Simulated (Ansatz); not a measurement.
## Structure relaxation, Al$_{2}$Cu

The start is a generated trial cell of Al2Cu in the Al2Cu structure type. Cell shape, volume and atoms are optimised at zero target pressure with PBE (plane waves to 420 eV, PAW, scalar-relativistic; Ansatz, a quantum-chemistry and plane-wave program). The first steps use a coarse 9×9×9 k-mesh.

The start:
```
Al2Cu
1.0
   -3.02000     3.02000     2.43000
    3.02000    -3.02000     2.43000
    3.02000     3.02000    -2.43000
Al Cu
4 2
Direct
  0.65800   0.15800   0.81600
  0.84200   0.65800   0.50000
  0.15800   0.34200   0.50000
  0.34200   0.84200   0.18400
  0.25000   0.25000   0.00000
  0.75000   0.75000   0.00000
```

```json
{
  "largest_initial_force": "0.02 eV/Å, on Al1, Al2, Al3, Al4 (atoms numbered as listed)",
  "outcome": "The space group stays I4/mcm (No. 140) (the run could not lower it); the end is AFLOW prototype A2B_tI12_140_h_a (C16, as in Al2Cu), with 6 atoms in the primitive cell",
  "energy_released": "under 0.01 eV/atom",
  "volume_change": "+0.9 %, from 14.78 to 14.91 Å³/atom",
  "Shortest distances (start → end)": "The closest pairs of elements (up to four, under 3.6 Å), start → end: Cu–Cu 2.43 → 2.44 Å; Al–Cu 2.58 → 2.59 Å; Al–Al 2.70 → 2.71 Å",
  "band_gap_at_the_end": "zero (metallic)",
  "optimiser_moves": "6"
}
```

Relaxed structure:

```cif
data_Al8Cu4
_chemical_formula_sum 'Al8 Cu4'
_space_group_name_H-M_alt 'I4/mcm'
_space_group_IT_number 140
_space_group_name_Hall '-I 4 2c'
_cell_length_a 6.05932
_cell_length_b 6.05932
_cell_length_c 4.87437
_cell_angle_alpha 90.000
_cell_angle_beta 90.000
_cell_angle_gamma 90.000
loop_
_atom_site_label
_atom_site_type_symbol
_atom_site_symmetry_multiplicity
_atom_site_Wyckoff_symbol
_atom_site_fract_x
_atom_site_fract_y
_atom_site_fract_z
_atom_site_occupancy
Al1 Al 8 h 0.15829 0.34171 0.00000 1
Cu1 Cu 4 a 0.00000 0.00000 0.25000 1
```
(The calculation used a cell of 6 atoms; values per cell refer to that cell.)

Final values are on a 12×12×12 k-mesh of the relaxed cell. No spin polarisation in the result.

The run could not lose the symmetry of its start.
